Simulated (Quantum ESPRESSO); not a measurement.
## Zn2AlS3Cl (finding a planted mistake in a log)

Simulated, not a measurement. The program is pw.x of Quantum ESPRESSO 7.5 (plane-wave density functional theory). The cell is made up: 7 atoms on a wurtzite lattice with one site empty, with randomly drawn elements, strain and displacements, not relaxed. PseudoDojo standard norm-conserving files (v0.5 for PBE, v0.4.1 for LDA and PBEsol) set the functional; there is no spin polarisation, spin-orbit coupling or dispersion term, and the masses in the input are unused placeholders.

Intended input:

```
&control calculation='scf', pseudo_dir='./dojo.nc.sr.pbe.v0_5.standard.upf', outdir='./o', disk_io='medium', tprnfor=.true., tstress=.true. /
&system ibrav=0, nat=7, ntyp=4, nbnd=40, ecutwfc=84.00895049, nosym=.true., tot_charge=0,
 occupations='smearing', smearing='fd', degauss=0.0018374661
/
&electrons conv_thr=7.350e-09, electron_maxstep=60, /
ATOMIC_SPECIES
Al 1.0 Al.upf
Cl 1.0 Cl.upf
S 1.0 S.upf
Zn 1.0 Zn.upf
CELL_PARAMETERS angstrom
3.8073 0.0044 0.0447
0.0076 6.5028 0.1064
0.0731 0.1003 6.1144
ATOMIC_POSITIONS angstrom
Zn 1.9333 3.2825 0.0956
Al 1.9121 1.0831 3.0688
Zn 0.1088 4.3993 3.0994
S 0.0381 0.0074 2.2718
S 1.9238 3.281 2.392
Cl 1.9837 1.1594 5.3856
S 0.0754 4.4411 5.3974
K_POINTS automatic
5 4 4 1 1 1
```

The log is shortened where brackets say so; the opening notice, blank lines, dates and the lines on written files are dropped, and the path of the files is cut. It prints rydbergs, bohrs and kilobars, and counts compression as positive stress. Where no state is partly filled, the Fermi energy that it prints is only some level between the filled and the empty states on the mesh, and need not lie in the true gap.

Log of the intended run:

```
     Program PWSCF v.7.5
     Parallel version (MPI & OpenMP), running on       1 processor cores
     Number of MPI processes:                 1
     Threads/MPI process:                     1
     [start-up lines left out]
     bravais-lattice index     =            0
     lattice parameter (alat)  =       7.1953  a.u.
     unit-cell volume          =    1021.1511 (a.u.)^3
     number of atoms/cell      =            7
     number of atomic types    =            4
     number of electrons       =        68.00
     number of Kohn-Sham states=           40
     kinetic-energy cutoff     =      84.0090  Ry
     charge density cutoff     =     336.0358  Ry
     scf convergence threshold =      7.3E-09
     mixing beta               =       0.7000
     number of iterations used =            8  plain     mixing
     Exchange-correlation= PBE
                           (   1   4   3   4   0   0   0)
     [axes and pseudopotential details left out]
   Cartesian axes
     site n.     atom                  positions (alat units)
         1        Zn     tau(   1) = (   0.5077523   0.8620995   0.0251079  )
         2        Al     tau(   2) = (   0.5021845   0.2844600   0.8059744  )
         3        Zn     tau(   3) = (   0.0285747   1.1554104   0.8140111  )
         4        S      tau(   4) = (   0.0100064   0.0019435   0.5966543  )
         5        S      tau(   5) = (   0.5052573   0.8617056   0.6282230  )
         6        Cl     tau(   6) = (   0.5209891   0.3044991   1.4144473  )
         7        S      tau(   7) = (   0.0198027   1.1663885   1.4175464  )
     number of k points=    40  Fermi-Dirac smearing, width (Ry)=  0.0018
                       cart. coord. in units 2pi/alat
        k(    1) = (   0.0990378   0.0718401   0.0754776), wk =   0.0500000
        k(    2) = (   0.0972122   0.0692940   0.2312215), wk =   0.0500000
     [further k points left out]
     Dense  grid:   106169 G-vectors     FFT dimensions: (  45,  72,  72)
     Estimated max dynamical RAM per process >     142.19 MB
     Initial potential from superposition of free atoms
     starting charge      67.9972, renormalised to      68.0000
     Starting wfcs are   40 randomized atomic wfcs
     total cpu time spent up to now is       15.7 secs
     per-process dynamical memory:   106.0 Mb
     Self-consistent Calculation
     iteration #  1     ecut=    84.01 Ry     beta= 0.70
     Davidson diagonalization with overlap
     ethr =  1.00E-02,  avg # of iterations =  4.8
     Threshold (ethr) on eigenvalues was too large:
     Diagonalizing with lowered threshold
     Davidson diagonalization with overlap
     ethr =  5.99E-04,  avg # of iterations =  2.0
     total cpu time spent up to now is       85.8 secs
     total energy              =    -939.93598767 Ry
     estimated scf accuracy    <       0.39227408 Ry
     iteration #  2     ecut=    84.01 Ry     beta= 0.70
     Davidson diagonalization with overlap
     ethr =  5.77E-04,  avg # of iterations =  4.1
     total cpu time spent up to now is      126.4 secs
     total energy              =    -940.03252352 Ry
     estimated scf accuracy    <       0.22831600 Ry
     [iterations 3 to 8 left out]
     iteration #  9     ecut=    84.01 Ry     beta= 0.70
     Davidson diagonalization with overlap
     ethr =  1.75E-10,  avg # of iterations =  2.0
     total cpu time spent up to now is      368.2 secs
     total energy              =    -940.08614630 Ry
     estimated scf accuracy    <       0.00000001 Ry
     iteration # 10     ecut=    84.01 Ry     beta= 0.70
     Davidson diagonalization with overlap
     ethr =  1.76E-11,  avg # of iterations =  3.0
     total cpu time spent up to now is      394.6 secs
     End of self-consistent calculation
     [lines on levels left out]
     the Fermi energy is     6.6899 ev
!    total energy              =    -940.08614630 Ry
     estimated scf accuracy    <          2.2E-09 Ry
     smearing contrib. (-TS)   =       0.00000000 Ry
     internal energy E=F+TS    =    -940.08614630 Ry
     The total energy is F=E-TS. E is the sum of the following terms:
     one-electron contribution =    -895.21532457 Ry
     hartree contribution      =     461.80760047 Ry
     xc contribution           =    -119.95346844 Ry
     ewald contribution        =    -386.72495377 Ry
     convergence has been achieved in  10 iterations
     Forces acting on atoms (cartesian axes, Ry/au):
     atom    1 type  4   force =    -0.00797860    0.02442286   -0.03572452
     atom    2 type  1   force =     0.00602762    0.00245036    0.03577484
     atom    3 type  4   force =    -0.02248229   -0.02068760    0.04336612
     atom    4 type  3   force =    -0.00530143    0.05300037   -0.01302867
     atom    5 type  3   force =     0.02427971   -0.03411986   -0.00328563
     atom    6 type  2   force =    -0.00224236   -0.01622086   -0.03971392
     atom    7 type  3   force =     0.00769737   -0.00884527    0.01261180
     Total force =     0.113955     Total SCF correction =     0.000456
     Computing stress (Cartesian axis) and pressure
          total   stress  (Ry/bohr**3)                   (kbar)     P=       10.27
  -0.00004509  -0.00002422  -0.00006564           -6.63       -3.56       -9.66
  -0.00002422   0.00019781  -0.00003657           -3.56       29.10       -5.38
  -0.00006564  -0.00003657   0.00005679           -9.66       -5.38        8.35
     init_run     :     14.88s CPU     15.43s WALL (       1 calls)
     electrons    :    354.65s CPU    378.90s WALL (       1 calls)
     forces       :      3.52s CPU      3.58s WALL (       1 calls)
     stress       :     13.11s CPU     13.19s WALL (       1 calls)
     [timing details left out]
     PWSCF        :   6m26.47s CPU   6m51.53s WALL
     JOB DONE.
```

A second run was made from an input with one planted mistake. Its log:

```
     Program PWSCF v.7.5
     Parallel version (MPI & OpenMP), running on       4 processor cores
     Number of MPI processes:                 4
     Threads/MPI process:                     1
     [start-up lines left out]
     bravais-lattice index     =            0
     lattice parameter (alat)  =       7.1953  a.u.
     unit-cell volume          =    1021.1511 (a.u.)^3
     number of atoms/cell      =            7
     number of atomic types    =            4
     number of electrons       =        68.00
     number of Kohn-Sham states=           40
     kinetic-energy cutoff     =      84.0090  Ry
     charge density cutoff     =     336.0358  Ry
     scf convergence threshold =      7.3E-09
     mixing beta               =       0.7000
     number of iterations used =            8  plain     mixing
     Exchange-correlation= PBE
                           (   1   4   3   4   0   0   0)
     [axes and pseudopotential details left out]
   Cartesian axes
     site n.     atom                  positions (alat units)
         1        Al     tau(   1) = (   0.5077523   0.8620995   0.0251079  )
         2        Zn     tau(   2) = (   0.5021845   0.2844600   0.8059744  )
         3        Zn     tau(   3) = (   0.0285747   1.1554104   0.8140111  )
         4        S      tau(   4) = (   0.0100064   0.0019435   0.5966543  )
         5        S      tau(   5) = (   0.5052573   0.8617056   0.6282230  )
         6        Cl     tau(   6) = (   0.5209891   0.3044991   1.4144473  )
         7        S      tau(   7) = (   0.0198027   1.1663885   1.4175464  )
     number of k points=    40  Fermi-Dirac smearing, width (Ry)=  0.0018
                       cart. coord. in units 2pi/alat
        k(    1) = (   0.0990378   0.0718401   0.0754776), wk =   0.0500000
        k(    2) = (   0.0972122   0.0692940   0.2312215), wk =   0.0500000
     [further k points left out]
     Dense  grid:   106169 G-vectors     FFT dimensions: (  45,  72,  72)
     Estimated max dynamical RAM per process >     223.23 MB
     Estimated total dynamical RAM >     815.17 MB
     Initial potential from superposition of free atoms
     starting charge      67.9972, renormalised to      68.0000
     Starting wfcs are   40 randomized atomic wfcs
     total cpu time spent up to now is        5.6 secs
     per-process dynamical memory:   170.2 Mb
     Self-consistent Calculation
     iteration #  1     ecut=    84.01 Ry     beta= 0.70
     Davidson diagonalization with overlap
     ethr =  1.00E-02,  avg # of iterations =  4.7
     Threshold (ethr) on eigenvalues was too large:
     Diagonalizing with lowered threshold
     Davidson diagonalization with overlap
     ethr =  5.99E-04,  avg # of iterations =  3.1
     total cpu time spent up to now is       29.4 secs
     total energy              =    -939.93590282 Ry
     estimated scf accuracy    <       0.39125685 Ry
     iteration #  2     ecut=    84.01 Ry     beta= 0.70
     Davidson diagonalization with overlap
     ethr =  5.75E-04,  avg # of iterations =  4.2
     total cpu time spent up to now is       43.4 secs
     total energy              =    -940.02577533 Ry
     estimated scf accuracy    <       0.26621669 Ry
     [iterations 3 to 8 left out]
     iteration #  9     ecut=    84.01 Ry     beta= 0.70
     Davidson diagonalization with overlap
     ethr =  3.41E-10,  avg # of iterations =  2.0
     total cpu time spent up to now is      128.2 secs
     total energy              =    -940.08866043 Ry
     estimated scf accuracy    <       0.00000003 Ry
     iteration # 10     ecut=    84.01 Ry     beta= 0.70
     Davidson diagonalization with overlap
     ethr =  3.70E-11,  avg # of iterations =  2.2
     total cpu time spent up to now is      138.6 secs
     End of self-consistent calculation
     [lines on levels left out]
     the Fermi energy is     6.6639 ev
!    total energy              =    -940.08866043 Ry
     estimated scf accuracy    <          2.3E-09 Ry
     smearing contrib. (-TS)   =       0.00000000 Ry
     internal energy E=F+TS    =    -940.08866043 Ry
     The total energy is F=E-TS. E is the sum of the following terms:
     one-electron contribution =    -893.46561357 Ry
     hartree contribution      =     460.93385548 Ry
     xc contribution           =    -119.95316149 Ry
     ewald contribution        =    -387.60374085 Ry
     convergence has been achieved in  10 iterations
     Forces acting on atoms (cartesian axes, Ry/au):
     atom    1 type  1   force =    -0.00953170   -0.02644152   -0.01804986
     atom    2 type  4   force =     0.00375850   -0.03611807   -0.01639043
     atom    3 type  4   force =    -0.02181600    0.01507574   -0.00289810
     atom    4 type  3   force =    -0.00500051    0.02566258   -0.00370297
     atom    5 type  3   force =     0.02380437   -0.00527949   -0.02933504
     atom    6 type  2   force =     0.00044009    0.04528322    0.03550441
     atom    7 type  3   force =     0.00834525   -0.01818247    0.03487199
     Total force =     0.102444     Total SCF correction =     0.000130
     Computing stress (Cartesian axis) and pressure
          total   stress  (Ry/bohr**3)                   (kbar)     P=       11.12
  -0.00005117  -0.00002511  -0.00005651           -7.53       -3.69       -8.31
  -0.00002511   0.00005805  -0.00010378           -3.69        8.54      -15.27
  -0.00005651  -0.00010378   0.00021980           -8.31      -15.27       32.33
     init_run     :      5.27s CPU      5.45s WALL (       1 calls)
     electrons    :    132.17s CPU    133.07s WALL (       1 calls)
     forces       :      1.44s CPU      1.47s WALL (       1 calls)
     stress       :      5.38s CPU      5.39s WALL (       1 calls)
     [timing details left out]
     PWSCF        :   2m24.44s CPU   2m25.64s WALL
     JOB DONE.
```

Question: what was wrong in the second input?

Answer: two atoms have their elements exchanged. The input lines that differ, file-writing options aside:

```
- Zn 1.9333 3.2825 0.0956
+ Al 1.9333 3.2825 0.0956
- Al 1.9121 1.0831 3.0688
+ Zn 1.9121 1.0831 3.0688
```

|  | intended run | run with the mistake |
| --- | --- | --- |
| free energy (eV) | -12790.524 | -12790.558 |
| smearing term -TS (eV) | 0.0000 | 0.0000 |
| pressure (GPa) | 1.03 | 1.11 |
| largest force component (eV/Å) | 1.363 | 1.164 |
| largest change of a force component (eV/Å) |  | 1.934 |
| iterations | 10 | 10 |

For scale, a rerun of the intended cell at 1437 eV and a 7 x 6 x 6 mesh moved values by no more than 0.005 eV in energy, 0.05 GPa in stress and 0.002 eV/Å in force.